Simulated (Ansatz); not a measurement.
Values for one crystal, relaxed and computed with the program Ansatz at the PBEsol level (PAW); other levels are named.

| Item | Result |
|---|---|
| Volume per atom | 10.93 Å³ |
| Electronic character | metallic (no gap) |
| Pressure derivative B′ | 4.3 |
| Density of states at the Fermi level | 0.28 states/eV per atom (mean over ±0.08 eV) |
| Formation energy from the elements (no fitted shifts) | -1.74 eV/atom |
| Bulk modulus (Birch–Murnaghan fit) | 279 GPa |

Q: Which compound is it?
A) LaNbN3, cubic perovskite
B) TaN, Pm-3m (Ta on 3c, N on 3d)
C) OsN3, ReO3 type
D) HfScTaN3, P3m1 (Pearson symbol hP6)

A: D, HfScTaN3, P3m1 (Pearson symbol hP6)

The start of the workflow was typed in or built on a structure type; neither database checked (COD, Materials Project) lists it. Whether it is the stable phase at ambient conditions was not checked. Symmetry was held in the PBEsol relaxation; whether a distortion lowers the energy is not shown. The run is not spin-polarised. With an odd number of electrons in the cell and no spin polarisation, the count alone makes it a metal. The references are the lowest solids computed at this level, not always the standard phases (solids in place of the gases). Scalar-relativistic: spin–orbit coupling is off unless named, which matters more the heavier the elements.

Potentials: the earlier of the program's two PAW sets. The files were generated under PBE; for other functionals the program regenerates the frozen cores, and for LDA and PBEsol the local potential too.
